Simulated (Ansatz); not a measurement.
Input:

InAg₃:
```cif
data_Ag3In
_chemical_formula_sum 'In1 Ag3'
_space_group_name_H-M_alt 'Pm-3m'
_space_group_IT_number 221
_space_group_name_Hall '-P 4 2 3'
_cell_length_a 4.18603
_cell_length_b 4.18603
_cell_length_c 4.18603
_cell_angle_alpha 90.000
_cell_angle_beta 90.000
_cell_angle_gamma 90.000
loop_
_atom_site_label
_atom_site_type_symbol
_atom_site_symmetry_multiplicity
_atom_site_Wyckoff_symbol
_atom_site_fract_x
_atom_site_fract_y
_atom_site_fract_z
_atom_site_occupancy
In1 In 1 a 0.00000 0.00000 0.00000 1
Ag1 Ag 3 c 0.00000 0.50000 0.50000 1
```

This is the r²SCAN-relaxed structure.

All from DFT-r²SCAN in the program Ansatz with PAW potentials, unless another level is named. Estimate the density of states at the Fermi level.

0.29 states/eV per atom (mean over ±0.08 eV).

Give the formation energy from the elements (no fitted shifts).

-0.045 eV/atom.

The first step of the workflow began from a Materials Project structure, measured or hypothetical; the Crystallography Open Database files this formula in space group No. 221, but the cells were not matched. Its standing as an ambient phase is unchecked. Symmetry was held in the r²SCAN relaxation; whether a distortion lowers the energy is not shown. The run is not spin-polarised. The references are the lowest solids computed at this level, not always the standard phases. Spin–orbit coupling is left out wherever it is not named.

Potentials: the later of the program's two PAW sets.
